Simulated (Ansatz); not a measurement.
Consider the following.

PbO₂:
```xyz
6
Lattice="4.9872 0.0000 0.0000 0.0000 4.9872 0.0000 0.0000 0.0000 3.4025" Properties=species:S:1:pos:R:3 pbc="T T T"
Pb     0.0000     0.0000     0.0000
Pb     2.4936     2.4936     1.7012
O      1.5326     1.5326     0.0000
O      3.4547     3.4547     0.0000
O      0.9610     4.0262     1.7012
O      4.0262     0.9610     1.7012
```

This is the r²SCAN-relaxed structure.

All from r²SCAN in the plane-wave PAW code Ansatz, unless another level is named. Give the electronic character.

metallic (no gap).

And the density of states at the Fermi level?

0.04 states/eV per atom (mean over ±0.08 eV).

Next, the formation energy from the elements (no fitted shifts)?

-0.94 eV/atom.

Space group P4_2/mnm (rutile). The cell was relaxed with r²SCAN under the symmetry of its start. A small band overlap can be real or an error of a semilocal functional. The references are the lowest solids computed at this level, not always the standard phases (solids in place of the gases). Spin–orbit coupling is left out wherever it is not named.

Potentials: the later of the program's two PAW sets.
